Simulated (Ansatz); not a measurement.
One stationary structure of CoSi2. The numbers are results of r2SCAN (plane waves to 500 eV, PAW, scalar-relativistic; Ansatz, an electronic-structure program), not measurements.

```
CELL_PARAMETERS angstrom
      0.00000     2.65749     2.65749
      2.65749     0.00000     2.65749
      2.65749     2.65749     0.00000
ATOMIC_POSITIONS crystal
  Co 0.00000 0.00000 0.00000
  Si 0.75000 0.75000 0.75000
  Si 0.25000 0.25000 0.25000
```

Task: Determine the symmetry and give the standard cell with its independent sites.

Result: Space group Fm-3m (No. 225); a = 5.3150 Å, b = 5.3150 Å, c = 5.3150 Å, α = 90.00°, β = 90.00°, γ = 90.00°

```tsv
atom	site	symmetry	x	y	z
Co	4a	m-3m	0.0000	0.0000	0.0000
Si	8c	-43m	0.2500	0.2500	0.2500
```

This is the AFLOW prototype AB2_cF12_225_a_c (C1, as in CaF2).

Task: Give the shortest distances between elements (the closest pairs, up to four, under 3.6 Å).

Result: Co–Si 2.30 Å; Si–Si 2.66 Å.

| Item | Result |
|---|---|
| Volume per atom | 12.51 Å³ |
| Density | 5.09 g/cm³ |
| Band gap | no gap (metallic) |
| Magnetic moment | zero (the starting moments vanished) |

No spin polarisation in the result: the starting moments vanished. The relaxed primitive cell holds an odd number of electrons. A magnetic state may lie lower.

The run could not lose the symmetry of its start.

The first start was generated by placing the elements on the sites of a structure type. A measured structure of CoSi2 has the same space group, Fm-3m (No. 225); the sites were not compared with it.
